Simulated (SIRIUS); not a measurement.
**Small calculations from the output for Au (Cmcm, 2 atoms in the cell; from Materials Project mp-1008634, lattice scaled a little)**

```
Au
1.0
    1.42443    -2.57971     0.00000
    1.42443     2.57971     0.00000
    0.00000     0.00000     4.93868
Au
2
Direct
  0.66533   0.33467   0.25000
  0.33467   0.66533   0.75000
```

Method: LDA (PW92), PseudoDojo 0.4 standard norm-conserving LDA (tails mended) pseudopotentials (plane waves; SIRIUS 7.12.0).

Main settings: parameters.ngridk = 11 11 6; parameters.xc_functionals = [XC_LDA_X, XC_LDA_C_PW]; parameters.gk_cutoff = 8.718 1/bohr; parameters.pw_cutoff = 17.436 1/bohr; parameters.shiftk = 1 1 1; parameters.smearing = fermi_dirac; parameters.smearing_width = 0.00367493 Ha; potentials = PseudoDojo 0.4 standard norm-conserving LDA (tails mended) pseudopotentials.

The structure comes from a collection of computed structures, made at another level of theory; the collection holds predicted forms beside known ones. Its lattice was then scaled.

The cell holds 244.9 bohr³ and the plane-wave cutoff is 76.0 Ry.

Q: How many plane waves does a k-point need, and how does the count grow with the cutoff?

A: In Rydberg units |k + G|² ≤ E, a sphere of radius √76.0 = 8.718 bohr⁻¹. Each G takes (2π)³/V of reciprocal space, so N = V E^(3/2)/(6π²) = 244.9 × 662.6/59.218 = 2740. The program's largest count at a k-point is 2770; single k-points scatter about the estimate. The count grows as E^(3/2): 20 % more cutoff means 31 % more plane waves.

The cell was also run at V = 35.933 Å³ (F = -8030.17052 eV, P = -12.04 GPa) and V = 36.658 Å³ (F = -8030.11094 eV, P = -14.24 GPa), scaled uniformly; the base has V = 36.296 Å³, P = -13.18 GPa and F₀ = -8030.14197 eV.

Q: Check the pressure against the energies, and estimate the bulk modulus.

A: P = −dF/dV ≈ −(0.05958 eV)/(0.725 Å³) = -0.08218 eV/Å³; times 160.218 GPa per eV/Å³ this is -13.17 GPa, against -13.18 GPa from the stress tensor. B = −V dP/dV ≈ −36.296 × (-2.20 GPa)/(0.725 Å³) = 110 GPa at this volume. The curvature of the energies, B = V (F₊ + F₋ − 2F₀)/(ΔV/2)², gives 110 GPa. Shape and fractional positions were held, which usually makes B too large where they are free.

With Fermi-Dirac occupations of width kT = 0.1000 eV the run gave E = -8030.1162 eV and F = E − TS = -8030.1420 eV for the cell.

Q: Extrapolate the energy to zero width, and estimate the density of states at the Fermi level.

A: TS = E − F = 0.0258 eV. To second order in the width E rises and F falls by the same amount, so E(0) ≈ (E + F)/2 = -8030.1291 eV. The Sommerfeld expansion gives TS = (π²/3) g (kT)², so g ≈ 3 × 0.0258/(π² × 0.1000²) = 0.78 states/eV for the cell, 0.39 an atom (both spins). This g is a mean over a few kT around the Fermi level on this mesh. It implies a bare coefficient γ = (π²/3) k_B² g = 2.357 × 0.39 = 0.9 mJ/(mol K²) for a mole of atoms, without any enhancement by phonons or spin fluctuations.

“Tails mended”: in these copies of the files the far tail of each local potential was reset to the Coulomb form.
